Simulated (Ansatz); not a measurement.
Mg3Sb2 (A-La2O3 type, space group P-3m1)

```xyz
5
Lattice="4.5669 0.0000 0.0000 -2.2835 3.9551 0.0000 0.0000 0.0000 7.2470" Properties=species:S:1:pos:R:3 pbc="T T T"
Sb     0.0000     2.6367     1.6577
Sb     2.2835     1.3184     5.5893
Mg     0.0000     0.0000     0.0000
Mg     0.0000     2.6367     4.5913
Mg     2.2835     1.3184     2.6557
```

Equation-of-state scan: isotropic scaling of the cell above, V₀ being its volume. The atoms relax within the cell's symmetry.

All values below come from r2SCAN (plane waves to 500 eV, PAW, scalar-relativistic; Ansatz, a first-principles code). k mesh 12×12×7 (Γ-centred), Fermi-Dirac smearing 0.05 eV. The energy includes the smearing's −TS. With the shape held, the modulus is that of even scaling; a crystal free to change shape is softer. Mg3Sb2 was relaxed with its symmetry unable to fall. Spin-orbit coupling is left out, though Sb is heavy. The zero of ΔE is the relaxed starting cell.

```json
[
 {"V (Å³/atom)": "21.991", "ΔE (meV/atom)": "129.8"},
 {"V (Å³/atom)": "22.829", "ΔE (meV/atom)": "78.0"},
 {"V (Å³/atom)": "23.667", "ΔE (meV/atom)": "41.3"},
 {"V (Å³/atom)": "24.504", "ΔE (meV/atom)": "17.3"},
 {"V (Å³/atom)": "25.342", "ΔE (meV/atom)": "4.1"},
 {"V (Å³/atom)": "26.180", "ΔE (meV/atom)": "0.0"},
 {"V (Å³/atom)": "27.018", "ΔE (meV/atom)": "3.6"},
 {"V (Å³/atom)": "27.855", "ΔE (meV/atom)": "13.8"},
 {"V (Å³/atom)": "28.693", "ΔE (meV/atom)": "29.6"},
 {"V (Å³/atom)": "29.531", "ΔE (meV/atom)": "50.1"},
 {"V (Å³/atom)": "30.369", "ΔE (meV/atom)": "74.5"}
]
```

What is the fitted pressure derivative B₀′?

4.1.

What bulk modulus at fixed cell shape B₀ follows from a third-order Birch-Murnaghan fit?

46.0 GPa. Check by three points about V = 26.180 Å³/atom, step 0.838: d²E/dV² ≈ (4.1 − 2·0.0 + 3.6) meV / 0.838² = 0.0110 eV/Å⁶, and V·d²E/dV² × 160.2 = 46.0 GPa.

(Under strain, the slope of the energy per volume gives the stress and its curvature an elastic modulus.)
